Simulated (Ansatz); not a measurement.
Input:

Nb3Ir:
```
Nb3Ir
1.0
    5.14990     0.00000     0.00000
    0.00000     5.14990     0.00000
    0.00000     0.00000     5.14990
Nb Ir
6 2
Direct
  0.50000   0.25000   0.00000
  0.50000   0.75000   0.00000
  0.25000   0.00000   0.50000
  0.75000   0.00000   0.50000
  0.00000   0.50000   0.25000
  0.00000   0.50000   0.75000
  0.50000   0.50000   0.50000
  0.00000   0.00000   0.00000
```

This is the r²SCAN-relaxed structure.

Task: All from r²SCAN in the plane-wave PAW code Ansatz, unless another level is named. Give the bulk modulus (Birch–Murnaghan fit).

Result: 2330 kbar.

Task: Predict the highest zone-centre frequency.

Result: 303 cm⁻¹.

Space group Pm-3n (A15 (Cr3Si type)). The first step of the workflow began from a Materials Project structure, measured or hypothetical; the Crystallography Open Database files this formula in space group No. 223, but the cells were not matched. Its standing as an ambient phase is unchecked. The r²SCAN relaxation kept the symmetry of its start; whether a distortion lowers the energy is not shown. No spin polarisation was allowed. As this level gives no gap, phonon frequencies hold no LO–TO term and depend on the k-mesh and smearing (Fermi–Dirac, 0.1 eV here). Spin–orbit coupling is left out wherever it is not named.

Potentials: the later of the program's two PAW sets.
